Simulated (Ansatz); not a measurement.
Be₄Os: rattling a relaxed structure

The structure comes from a generated guess, relaxed at this level; another structure or a mixture of phases may lie lower.

Method: Ansatz, DFT PBE, scalar-relativistic, plane waves, PAW. Settings: cutoff 420 eV, Γ-centred mesh 12×12×12 on the computed 5-atom cell, Gaussian smearing of 0.10 eV; no spin polarisation.

The cell below (5 atoms, space group I4/mmm (No. 139)) is relaxed within its symmetry.

```
Be Os
1.0
    -2.51108    2.51108    1.83891
     2.51108   -2.51108    1.83891
     2.51108    2.51108   -1.83891
Be Os
4 1
Direct
  0.19792 0.50000 0.69792
  0.50000 0.19792 0.69792
  0.50000 0.80208 0.30208
  0.80208 0.50000 0.30208
  0.00000 0.00000 0.00000
```

For the test a repeat of it with 10 atoms (edges 3.68, 4.00, 7.10 Å) was strained at random (σ = 1.5 % a component), the atoms were moved at random (σ = 0.05 Å), and all was relaxed again on a coarse 6×6×4 mesh (in the run’s order of axes) with 0.20 eV smearing, with no symmetry imposed.

These runs have no spin–orbit coupling, which can matter for Os.

Task: Is the structure stable against such a distortion?

Result: It doesn't return. The energy falls by 170 meV/atom on that mesh, the volume changes by 3.2 %, and the end has space group I4/m (No. 87) at a loose tolerance. Relaxed again on a 14×14×14 mesh with 0.10 eV smearing, the new structure lies 163 meV/atom below the first (mesh in the axes of the run's cell; the cell below is made exact in the group named). Space group I4/m (No. 87), tetragonal, a = 5.565 Å, c = 3.093 Å. Be has 2 Be at 2.25 Å, 3 Os at 2.34–2.45 Å and 7 Be at 2.40–2.59 Å; Os has 12 Be at 2.34–2.45 Å and 2 Os at 3.09 Å.

```cif
data_structure
_symmetry_space_group_name_H-M 'I4/m'
_symmetry_Int_Tables_number 87
_cell_length_a 5.5649
_cell_length_b 5.5649
_cell_length_c 3.0926
_cell_angle_alpha 90.000
_cell_angle_beta 90.000
_cell_angle_gamma 90.000
_cell_volume 95.77
loop_
_atom_site_label
_atom_site_type_symbol
_atom_site_symmetry_multiplicity
_atom_site_Wyckoff_symbol
_atom_site_fract_x
_atom_site_fract_y
_atom_site_fract_z
_atom_site_occupancy
Be1 Be 8 h 0.88998 0.29528 0.50000 1
Os1 Os 2 a 0.00000 0.00000 0.00000 1
```
